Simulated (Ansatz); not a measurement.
TeO2:
```
TeO2
1.0
    4.43337     0.00000     0.00000
    0.00000     4.88285     0.00000
    0.00000     0.00000     8.78387
Te O
4 8
Direct
  0.38144   0.03217   0.60250
  0.11856   0.96783   0.10250
  0.88144   0.46783   0.39750
  0.61856   0.53217   0.89750
  0.77460   0.14286   0.53971
  0.72540   0.85714   0.03971
  0.27460   0.35714   0.46029
  0.22540   0.64286   0.96029
  0.17102   0.75354   0.27543
  0.32898   0.24646   0.77543
  0.67102   0.74646   0.72457
  0.82898   0.25354   0.22457
```

Plane-wave PAW r²SCAN (Ansatz code) gives a gap of 3.49 eV without spin–orbit coupling, maximum on the Γ–X line, 23 % of the way from Γ, minimum off the standard path, at k = (0.365, 0.312, 0.000) in fractions of the reciprocal vectors.

### Question
What happens when spin–orbit coupling is switched on?

### Answer
The gap shrinks by 0.13 eV, to 3.36 eV; maximum on the Γ–X line, 23 % of the way from Γ, minimum off the standard path, at k = (0.359, 0.318, 0.000) in fractions of the reciprocal vectors.

Space group P2_12_12_1. The workflow started from a Materials Project entry (that database holds measured and hypothetical structures alike); the Crystallography Open Database files this formula in space group No. 19, but the cells were not matched. Its standing as an ambient phase is unchecked. Symmetry was held in the r²SCAN relaxation; whether a distortion lowers the energy is not shown.

Potentials: the later of the program's two PAW sets.
